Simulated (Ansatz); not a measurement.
GaRu3C:
```xyz
5
Lattice="3.9775 0.0000 0.0000 0.0000 3.9775 0.0000 0.0000 0.0000 3.9775" Properties=species:S:1:pos:R:3 pbc="T T T"
Ga     0.0000     0.0000     0.0000
Ru     0.0000     1.9887     1.9887
Ru     1.9887     0.0000     1.9887
Ru     1.9887     1.9887     0.0000
C      1.9887     1.9887     1.9887
```

Relaxed with PBEsol. Special points in fractions of this cell's reciprocal vectors: Γ (0.000, 0.000, 0.000); X (0.000, 0.500, 0.000); M (0.500, 0.500, 0.000); R (0.500, 0.500, 0.500).

**Question.** List the band energies nearest the Fermi level at these points for PBEsol with spin–orbit coupling (plane waves, PAW; program Ansatz).

**Answer.** In eV from the Fermi level; about four levels below and three above (degenerate sets whole), none deeper than 8.9 eV; points with the same levels are listed once.

```csv
k,below,above
Γ,-0.58 -0.58 -0.58 -0.58,1.38 1.38 1.42 1.42
X,-0.71 -0.71 -0.07 -0.07,1.48 1.48 1.74 1.74
M,-0.66 -0.66 -0.04 -0.04,0.31 0.31 2.05 2.05
R,-0.14 -0.14 -0.14 -0.14,1.11 1.11 1.24 1.24 1.24 1.24
```

Space group Pm-3m (anti-perovskite). The start of the workflow was typed in or built on a structure type; neither database checked (COD, Materials Project) lists it. Whether it is the stable phase at ambient conditions was not checked. Symmetry was held in the PBEsol relaxation; phonons show weakly imaginary modes. The run is not spin-polarised.

Potentials: the later of the program's two PAW sets.
